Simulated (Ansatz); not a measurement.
# What strain does to Al2O3 (corundum)

Al2O3 in the corundum structure, relaxed with r2SCAN in the PAW code Ansatz. Space group R-3c (No. 167), trigonal; a = 4.759 Å, c = 12.995 Å in the conventional setting, 8.49 Å³ an atom. Al has 6 O at 1.86–1.97 Å; O has 4 Al at 1.86–1.97 Å.

The axes x, y and z are those of this cell:
```
Al O
1.0
     2.37936    1.37372    4.33159
    -2.37936    1.37372    4.33159
     0.00000   -2.74745    4.33159
Al O
4 6
Direct
  0.85191 0.85191 0.85191
  0.35191 0.35191 0.35191
  0.14809 0.14809 0.14809
  0.64809 0.64809 0.64809
  0.44363 0.05637 0.75000
  0.05637 0.75000 0.44363
  0.55637 0.94363 0.25000
  0.25000 0.55637 0.94363
  0.94363 0.25000 0.55637
  0.75000 0.44363 0.05637
```

Unstrained: The PBE gap is direct at Γ: 6.241 eV. The r2SCAN gap is direct at Γ: 7.139 eV. The HSE06 gap is direct at Γ: 8.106 eV. Meshes: PBE 6×6×6, r2SCAN 6×6×6, HSE06 4×4×4. Strains are changes of length per length. After each strain the atoms were relaxed again with r2SCAN within the symmetry that the strain leaves, so tilts or polar shifts that break it weren't tested; points keep the names that they have in the unstrained zone. (Simulation; spin polarisation is off.)

Changes of the least gap in eV (an overlap counts as a negative gap):

| strain | volume change (%) | space group | PBE | r2SCAN | HSE06 | energy rise, r2SCAN (meV/atom) |
| --- | --- | --- | --- | --- | --- | --- |
| uniaxial -3.0 % along z | -3.0 | R-3c | +0.102 | +0.101 | +0.119 | 12.5 |
| uniaxial -2.0 % along z | -2.0 | R-3c | +0.076 | +0.076 | +0.088 | 5.5 |
| uniaxial -1.0 % along z | -1.0 | R-3c | +0.041 | +0.042 | +0.048 | 1.4 |
| uniaxial +1.0 % along z | +1.0 | R-3c | -0.118 | -0.105 | -0.106 | 1.3 |
| uniaxial +2.0 % along z | +2.0 | R-3c | -0.263 | -0.253 | -0.260 | 5.2 |
| uniaxial +3.0 % along z | +3.0 | R-3c | -0.416 | -0.408 | -0.421 | 11.6 |

Uniaxial -3.0 % along z, other directions held. HSE06: the gap goes from 8.106 to 8.225 eV (+0.119 eV). Stress change with r2SCAN, compression positive: xx +4.09, yy +4.09, zz +15.87 GPa.

Uniaxial -2.0 % along z, other directions held. HSE06: the gap goes from 8.106 to 8.194 eV (+0.088 eV). Stress change with r2SCAN, compression positive: xx +2.61, yy +2.61, zz +10.42 GPa.

Uniaxial -1.0 % along z, other directions held. HSE06: the gap goes from 8.106 to 8.154 eV (+0.048 eV). Stress change with r2SCAN, compression positive: xx +1.25, yy +1.25, zz +5.13 GPa.

Uniaxial +1.0 % along z, other directions held. HSE06: the gap goes from 8.106 to 8.000 eV (-0.106 eV); least and direct gap lie within 0.04 eV, so its kind isn't settled. Stress change with r2SCAN, compression positive: xx -1.14, yy -1.14, zz -4.97 GPa.

Uniaxial +2.0 % along z, other directions held. HSE06: the gap goes from 8.106 to 7.846 eV (-0.260 eV); least and direct gap lie within 0.04 eV, so its kind isn't settled. Stress change with r2SCAN, compression positive: xx -2.18, yy -2.18, zz -9.79 GPa.

Uniaxial +3.0 % along z, other directions held. PBE: the gap goes from 6.241 to 5.825 eV (-0.416 eV); least and direct gap lie within 0.04 eV, so its kind isn't settled. r2SCAN: the gap goes from 7.139 to 6.731 eV (-0.408 eV); least and direct gap lie within 0.04 eV, so its kind isn't settled. HSE06: the gap goes from 8.106 to 7.685 eV (-0.421 eV). Stress change with r2SCAN, compression positive: xx -3.12, yy -3.12, zz -14.45 GPa.

The meshes of the hybrids are coarse, so their gaps aren't converged to the digits shown.
